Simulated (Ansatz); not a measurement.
According to plane-wave PAW r²SCAN (Ansatz code), HfC in the hexagonal phase (P-6m2; Hf on 1a, C on 1d) relaxes to a = 3.226 Å, c = 2.901 Å. Hf has 6 nearest neighbours from 2.36 Å (trigonal prismatic); C has 6 nearest neighbours from 2.36 Å (trigonal prismatic). Its formation energy from the elements is -277 meV/atom, with no fitted shifts.

Electronic character: metallic (no gap). Gap from r²SCAN with spin–orbit coupling: none (metallic).

The bulk modulus is 208 GPa. Bader charges are Hf +1.94, C -1.94 e.

The start of the workflow was typed in or built on a structure type; neither database checked (COD, Materials Project) lists it. It is not the phase usual at ambient conditions (space group No. 225). The cell was relaxed with r²SCAN under the symmetry of its start; its stability against distortions is not shown here. No spin polarisation was allowed. The references are the lowest solids computed at this level, not always the standard phases. Scalar-relativistic: spin–orbit coupling is off unless named, which matters more the heavier the elements.

Potentials: the later of the program's two PAW sets.
